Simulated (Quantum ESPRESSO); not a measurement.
Al7InAs8, finding a planted mistake in a log

A calculation, not a measurement. The program is pw.x of Quantum ESPRESSO 7.5 (plane-wave density functional theory). The cell is made up: 16 atoms on a doubled zincblende/diamond lattice, with randomly drawn elements, strain and displacements, not relaxed. PseudoDojo standard norm-conserving files (v0.5 for PBE, v0.4.1 for LDA and PBEsol) set the functional; there is no spin polarisation, spin-orbit coupling or dispersion term, and the masses in the input are unused placeholders.

Intended input:

```
&control calculation='scf', pseudo_dir='./dojo.nc.sr.pbe.v0_5.standard.upf', outdir='./o', disk_io='low', tprnfor=.true., tstress=.true. /
&system ibrav=0, nat=16, ntyp=3, nbnd=83, ecutwfc=84.00895049, nosym=.true., tot_charge=0,
 occupations='smearing', smearing='fd', degauss=0.0018374661
/
&electrons conv_thr=7.350e-09, electron_maxstep=60, /
ATOMIC_SPECIES
Al 1.0 Al.upf
As 1.0 As.upf
In 1.0 In.upf
CELL_PARAMETERS angstrom
5.7096 0.0 0.0
0.0 5.7096 0.0
0.0 0.0 11.4193
ATOMIC_POSITIONS angstrom
Al 0.0287 -0.0154 -0.0277
Al -0.0445 2.7679 2.8446
Al 2.871 0.0137 2.765
Al 2.7975 2.8659 0.0984
Al -0.0335 0.0198 5.7388
In 0.0218 2.7792 8.6122
Al 2.8259 -0.0234 8.6031
Al 2.9421 2.8837 5.7444
As 1.3324 1.5185 1.4078
As 1.4236 4.1155 4.2536
As 4.2793 1.3871 4.2447
As 4.3764 4.207 1.4746
As 1.4085 1.4289 7.1719
As 1.3953 4.3374 10.0214
As 4.2985 1.4531 9.9671
As 4.3245 4.3395 7.1574
K_POINTS automatic
4 4 2 1 1 1
```

The log is shortened where brackets say so; the opening notice, blank lines, dates and the lines on written files are dropped, and the path of the files is cut. It prints rydbergs, bohrs and kilobars, and counts compression as positive stress.

Log of the intended run:

```
     Program PWSCF v.7.5
     Parallel version (MPI & OpenMP), running on       4 processor cores
     Number of MPI processes:                 4
     Threads/MPI process:                     1
     [start-up lines left out]
     bravais-lattice index     =            0
     lattice parameter (alat)  =      10.7896  a.u.
     unit-cell volume          =    2512.1609 (a.u.)^3
     number of atoms/cell      =           16
     number of atomic types    =            3
     number of electrons       =       154.00
     number of Kohn-Sham states=           83
     kinetic-energy cutoff     =      84.0090  Ry
     charge density cutoff     =     336.0358  Ry
     scf convergence threshold =      7.3E-09
     mixing beta               =       0.7000
     number of iterations used =            8  plain     mixing
     Exchange-correlation= PBE
                           (   1   4   3   4   0   0   0)
     [axes and pseudopotential details left out]
   Cartesian axes
     site n.     atom                  positions (alat units)
         1        Al     tau(   1) = (   0.0050266  -0.0026972  -0.0048515  )
         2        Al     tau(   2) = (  -0.0077939   0.4847800   0.4982135  )
         3        Al     tau(   3) = (   0.5028373   0.0023995   0.4842721  )
         4        Al     tau(   4) = (   0.4899643   0.5019441   0.0172341  )
         5        Al     tau(   5) = (  -0.0058673   0.0034678   1.0051142  )
         6        In     tau(   6) = (   0.0038181   0.4867591   1.5083719  )
         7        Al     tau(   7) = (   0.4949383  -0.0040984   1.5067781  )
         8        Al     tau(   8) = (   0.5152900   0.5050617   1.0060950  )
         9        As     tau(   9) = (   0.2333614   0.2659556   0.2465672  )
        10        As     tau(  10) = (   0.2493345   0.7208036   0.7449909  )
        11        As     tau(  11) = (   0.7494921   0.2429417   0.7434321  )
        12        As     tau(  12) = (   0.7664985   0.7368292   0.2582668  )
        13        As     tau(  13) = (   0.2466898   0.2502627   1.2561125  )
        14        As     tau(  14) = (   0.2443779   0.7596679   1.7551843  )
        15        As     tau(  15) = (   0.7528548   0.2545012   1.7456740  )
        16        As     tau(  16) = (   0.7574086   0.7600357   1.2535729  )
     number of k points=    16  Fermi-Dirac smearing, width (Ry)=  0.0018
                       cart. coord. in units 2pi/alat
        k(    1) = (   0.1250000   0.1250000   0.1249989), wk =   0.1250000
        k(    2) = (   0.1250000   0.1250000  -0.1249989), wk =   0.1250000
     [further k points left out]
     Dense  grid:   261561 G-vectors     FFT dimensions: (  64,  64, 125)
     Estimated max dynamical RAM per process >     681.79 MB
     Estimated total dynamical RAM >       2.48 GB
     Initial potential from superposition of free atoms
     starting charge     153.9771, renormalised to     154.0000
     Starting wfcs are  109 randomized atomic wfcs
     total cpu time spent up to now is        6.2 secs
     per-process dynamical memory:   463.1 Mb
     Self-consistent Calculation
     iteration #  1     ecut=    84.01 Ry     beta= 0.70
     Davidson diagonalization with overlap
     ethr =  1.00E-02,  avg # of iterations =  4.0
     Threshold (ethr) on eigenvalues was too large:
     Diagonalizing with lowered threshold
     Davidson diagonalization with overlap
     ethr =  3.26E-04,  avg # of iterations =  2.4
     total cpu time spent up to now is       30.7 secs
     total energy              =   -1862.75399612 Ry
     estimated scf accuracy    <       0.53271934 Ry
     iteration #  2     ecut=    84.01 Ry     beta= 0.70
     Davidson diagonalization with overlap
     ethr =  3.46E-04,  avg # of iterations =  6.5
     total cpu time spent up to now is       44.4 secs
     total energy              =   -1862.83401273 Ry
     estimated scf accuracy    <       0.08578755 Ry
     [iterations 3 to 10 left out]
     iteration # 11     ecut=    84.01 Ry     beta= 0.70
     Davidson diagonalization with overlap
     ethr =  5.15E-11,  avg # of iterations =  4.0
     total cpu time spent up to now is      164.5 secs
     total energy              =   -1862.85901686 Ry
     estimated scf accuracy    <       0.00000003 Ry
     iteration # 12     ecut=    84.01 Ry     beta= 0.70
     Davidson diagonalization with overlap
     ethr =  2.02E-11,  avg # of iterations =  3.0
     total cpu time spent up to now is      176.9 secs
     End of self-consistent calculation
     [lines on levels left out]
!    total energy              =   -1862.85901687 Ry
     estimated scf accuracy    <          6.3E-10 Ry
     smearing contrib. (-TS)   =      -0.00000000 Ry
     internal energy E=F+TS    =   -1862.85901687 Ry
     The total energy is F=E-TS. E is the sum of the following terms:
     one-electron contribution =   -1167.68996290 Ry
     hartree contribution      =     651.86700650 Ry
     xc contribution           =    -435.62598857 Ry
     ewald contribution        =    -911.41007189 Ry
     convergence has been achieved in  12 iterations
     Forces acting on atoms (cartesian axes, Ry/au):
     atom    1 type  1   force =    -0.02626863    0.01511333    0.01555863
     atom    2 type  1   force =     0.00601522    0.01292829    0.03371329
     atom    3 type  1   force =    -0.02162948   -0.01968854    0.01569034
     atom    4 type  1   force =     0.02607673    0.01398897   -0.03273682
     atom    5 type  1   force =     0.02909467   -0.01301348   -0.02846732
     atom    6 type  3   force =     0.00473276    0.06025387   -0.01837645
     atom    7 type  1   force =     0.00982272    0.01211582   -0.00966879
     atom    8 type  1   force =    -0.01457956   -0.01290430   -0.00477395
     atom    9 type  2   force =     0.02517763   -0.05352980   -0.00405775
     atom   10 type  2   force =     0.00331922    0.05147285    0.00695209
     atom   11 type  2   force =    -0.01176826   -0.00245984    0.01711432
     atom   12 type  2   force =    -0.02864990    0.03413897   -0.02757049
     atom   13 type  2   force =     0.06702279   -0.04413382   -0.06092385
     atom   14 type  2   force =     0.05198024   -0.00068449    0.02525509
     atom   15 type  2   force =    -0.08407492   -0.06238966    0.08075935
     atom   16 type  2   force =    -0.03627122    0.00879184   -0.00846769
     Total force =     0.232278     Total SCF correction =     0.000181
     Computing stress (Cartesian axis) and pressure
          total   stress  (Ry/bohr**3)                   (kbar)     P=       36.25
   0.00024827   0.00002729  -0.00008296           36.52        4.01      -12.20
   0.00002729   0.00023938  -0.00000358            4.01       35.21       -0.53
  -0.00008296  -0.00000358   0.00025154          -12.20       -0.53       37.00
     init_run     :      5.76s CPU      5.96s WALL (       1 calls)
     electrons    :    168.57s CPU    170.72s WALL (       1 calls)
     forces       :      2.58s CPU      2.64s WALL (       1 calls)
     stress       :      7.58s CPU      7.77s WALL (       1 calls)
     [timing details left out]
     PWSCF        :   3m 4.81s CPU   3m 7.48s WALL
     JOB DONE.
```

A second run was made from an input with one planted mistake. Its log:

```
     Program PWSCF v.7.5
     Parallel version (MPI & OpenMP), running on       4 processor cores
     Number of MPI processes:                 4
     Threads/MPI process:                     1
     [start-up lines left out]
     bravais-lattice index     =            0
     lattice parameter (alat)  =      10.7896  a.u.
     unit-cell volume          =    2512.1609 (a.u.)^3
     number of atoms/cell      =           16
     number of atomic types    =            3
     number of electrons       =       154.00
     number of Kohn-Sham states=          101
     kinetic-energy cutoff     =      84.0090  Ry
     charge density cutoff     =     336.0358  Ry
     scf convergence threshold =      7.3E-09
     mixing beta               =       0.7000
     number of iterations used =            8  plain     mixing
     Exchange-correlation= PBE
                           (   1   4   3   4   0   0   0)
     [axes and pseudopotential details left out]
   Cartesian axes
     site n.     atom                  positions (alat units)
         1        Al     tau(   1) = (   0.0050266  -0.0026972  -0.0048515  )
         2        Al     tau(   2) = (  -0.0077939   0.4847800   0.4982135  )
         3        Al     tau(   3) = (   0.5028373   0.0023995   0.4842721  )
         4        Al     tau(   4) = (   0.4899643   0.5019441   0.0172341  )
         5        Al     tau(   5) = (  -0.0058673   0.0034678   1.0051142  )
         6        In     tau(   6) = (   0.0038181   0.4867591   1.5083719  )
         7        Al     tau(   7) = (   0.4949383  -0.0040984   1.5067781  )
         8        Al     tau(   8) = (   0.5152900   0.5050617   1.0060950  )
         9        As     tau(   9) = (   0.2333614   0.2659556   0.2465672  )
        10        As     tau(  10) = (   0.2493345   0.7208036   0.7449909  )
        11        As     tau(  11) = (   0.7494921   0.2429417   0.7434321  )
        12        As     tau(  12) = (   0.7664985   0.7368292   0.2582668  )
        13        As     tau(  13) = (   0.2466898   0.2502627   1.2561125  )
        14        As     tau(  14) = (   0.2443779   0.7596679   1.7551843  )
        15        As     tau(  15) = (   0.7528548   0.2545012   1.7456740  )
        16        As     tau(  16) = (   0.7574086   0.7600357   1.2535729  )
     number of k points=    16  Fermi-Dirac smearing, width (Ry)=  0.0426
                       cart. coord. in units 2pi/alat
        k(    1) = (   0.1250000   0.1250000   0.1249989), wk =   0.1250000
        k(    2) = (   0.1250000   0.1250000  -0.1249989), wk =   0.1250000
     [further k points left out]
     Dense  grid:   261561 G-vectors     FFT dimensions: (  64,  64, 125)
     Estimated max dynamical RAM per process >     763.22 MB
     Estimated total dynamical RAM >       2.79 GB
     Initial potential from superposition of free atoms
     starting charge     153.9771, renormalised to     154.0000
     Starting wfcs are  109 randomized atomic wfcs
     total cpu time spent up to now is        7.0 secs
     per-process dynamical memory:   509.1 Mb
     Self-consistent Calculation
     iteration #  1     ecut=    84.01 Ry     beta= 0.70
     Davidson diagonalization with overlap
     ethr =  1.00E-02,  avg # of iterations =  5.0
     Threshold (ethr) on eigenvalues was too large:
     Diagonalizing with lowered threshold
     Davidson diagonalization with overlap
     ethr =  3.08E-04,  avg # of iterations =  7.5
     total cpu time spent up to now is       46.7 secs
     total energy              =   -1862.82685425 Ry
     estimated scf accuracy    <       0.49138412 Ry
     iteration #  2     ecut=    84.01 Ry     beta= 0.70
     Davidson diagonalization with overlap
     ethr =  3.19E-04,  avg # of iterations =  2.0
     total cpu time spent up to now is       62.9 secs
     total energy              =   -1862.87212454 Ry
     estimated scf accuracy    <       0.13639248 Ry
     [iterations 3 to 10 left out]
     iteration # 11     ecut=    84.01 Ry     beta= 0.70
     Davidson diagonalization with overlap
     ethr =  4.93E-11,  avg # of iterations =  3.9
     total cpu time spent up to now is      223.7 secs
     total energy              =   -1862.92548469 Ry
     estimated scf accuracy    <          9.2E-09 Ry
     iteration # 12     ecut=    84.01 Ry     beta= 0.70
     Davidson diagonalization with overlap
     ethr =  5.96E-12,  avg # of iterations =  3.2
     total cpu time spent up to now is      240.3 secs
     End of self-consistent calculation
     [lines on levels left out]
!    total energy              =   -1862.92548469 Ry
     estimated scf accuracy    <          1.8E-09 Ry
     smearing contrib. (-TS)   =      -0.25435369 Ry
     internal energy E=F+TS    =   -1862.67113100 Ry
     The total energy is F=E-TS. E is the sum of the following terms:
     one-electron contribution =   -1166.80196830 Ry
     hartree contribution      =     651.09827105 Ry
     xc contribution           =    -435.55736185 Ry
     ewald contribution        =    -911.41007189 Ry
     convergence has been achieved in  12 iterations
     Forces acting on atoms (cartesian axes, Ry/au):
     atom    1 type  1   force =    -0.02569871    0.01536587    0.01722634
     atom    2 type  1   force =     0.00412301    0.01083044    0.02933917
     atom    3 type  1   force =    -0.02019902   -0.01669613    0.01051757
     atom    4 type  1   force =     0.02465044    0.01265881   -0.02943432
     atom    5 type  1   force =     0.02713869   -0.01041894   -0.02612917
     atom    6 type  3   force =     0.00497974    0.05806619   -0.01706227
     atom    7 type  1   force =     0.00950888    0.01162617   -0.00827750
     atom    8 type  1   force =    -0.01185108   -0.01360668   -0.00268130
     atom    9 type  2   force =     0.02309657   -0.05065398   -0.00343796
     atom   10 type  2   force =     0.00333626    0.04758782    0.00689849
     atom   11 type  2   force =    -0.01188835   -0.00287531    0.01709013
     atom   12 type  2   force =    -0.02646926    0.03185038   -0.02585822
     atom   13 type  2   force =     0.06571018   -0.04385521   -0.06120275
     atom   14 type  2   force =     0.05040055    0.00067003    0.02394019
     atom   15 type  2   force =    -0.08184321   -0.06072863    0.07838322
     atom   16 type  2   force =    -0.03499470    0.01017918   -0.00931162
     Total force =     0.223087     Total SCF correction =     0.000318
     Computing stress (Cartesian axis) and pressure
          total   stress  (Ry/bohr**3)                   (kbar)     P=       42.43
   0.00028989   0.00002884  -0.00008348           42.64        4.24      -12.28
   0.00002884   0.00028210  -0.00000421            4.24       41.50       -0.62
  -0.00008348  -0.00000421   0.00029327          -12.28       -0.62       43.14
     init_run     :      6.61s CPU      6.83s WALL (       1 calls)
     electrons    :    230.17s CPU    233.27s WALL (       1 calls)
     forces       :      2.95s CPU      2.99s WALL (       1 calls)
     stress       :      8.99s CPU      9.13s WALL (       1 calls)
     [timing details left out]
     PWSCF        :   4m 8.95s CPU   4m12.56s WALL
     JOB DONE.
```

Question: what was wrong in the second input?

Answer: the smearing is too wide. The input lines that differ, file-writing options aside:

```
- &system ibrav=0, nat=16, ntyp=3, nbnd=83, ecutwfc=84.00895049, nosym=.true., tot_charge=0,
+ &system ibrav=0, nat=16, ntyp=3, nbnd=101, ecutwfc=84.00895049, nosym=.true., tot_charge=0,
-  occupations='smearing', smearing='fd', degauss=0.0018374661
+  occupations='smearing', smearing='fd', degauss=0.0426292137
```

|  | intended run | run with the mistake |
| --- | --- | --- |
| free energy (eV) | -25345.488 | -25346.392 |
| smearing term -TS (eV) | 0.0000 | -3.4607 |
| pressure (GPa) | 3.62 | 4.24 |
| largest force component (eV/Å) | 2.162 | 2.104 |
| largest change of a force component (eV/Å) |  | 0.133 |
| iterations | 12 | 12 |

For scale, a rerun of the intended cell at 1437 eV and a 6 x 6 x 4 mesh moved values by no more than 0.017 eV in energy, 0.02 GPa in stress and 0.002 eV/Å in force. The number of bands, nbnd, was set by rule from the electron count and the smearing, so it follows the mistake.